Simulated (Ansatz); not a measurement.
A geometry of Zn away from equilibrium: step 2 of the relaxation of a generated trial cell of Zn in the AFLOW prototype A_tP4_129_ac (A_d). Method: PBE (plane waves to 420 eV, PAW, scalar-relativistic; Ansatz, a first-principles code). Γ-centred k-mesh 7×7×11 on the run's cell (coarser than for final values), Fermi–Dirac smearing 0.05 eV.

```xyz
4
Lattice="4.4805 0.0000 0.0000 0.0000 4.4805 0.0000 0.0000 0.0000 3.0255" Properties=species:S:1:pos:R:3 pbc="T T T"
Zn     0.0000     0.0000     0.0000
Zn     2.2403     2.2403     0.0000
Zn     2.2403     0.0000     1.2414
Zn     0.0000     2.2403     1.7842
```

**Question.** What forces act on the atoms (eV/Å)?

**Answer.** 
```tsv
atom	Fx	Fy	Fz
Zn1	0.00	0.00	0.00
Zn2	0.00	0.00	0.00
Zn3	0.00	0.00	0.67
Zn4	0.00	0.00	-0.67
```

**Question.** What is the pressure?

**Answer.** +2.8 GPa, compression positive.

No spin polarisation in the result.

The run could not lose the symmetry of its start: the end is stationary, and may be a saddle point rather than a minimum.

The end of the path is a generated cell of Zn: the first start was made by placing the elements on the sites of a structure type, and the end was not matched to a known phase here, so it may be hypothetical. Known forms of Zn include space group No. 194.
